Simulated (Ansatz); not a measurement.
Structure types of Mo were relaxed at one common pressure (all-electron LAPW in Ansatz 0.2.0 under PBEsol, scalar-relativistic, no spin polarisation, zero temperature). They take these volumes:

```tsv
type	space group	V (Å³/atom)
bcc	Im-3m	6.39
hcp	P6_3/mmc	6.32
omega	P6/mmm	6.37
simple hexagonal	P6/mmm	6.53
diamond	Fd-3m	7.54
```

At about which pressure, and is the densest type also the lowest in enthalpy?

1300 GPa. The densest is hcp, and it is also the lowest in enthalpy among these.
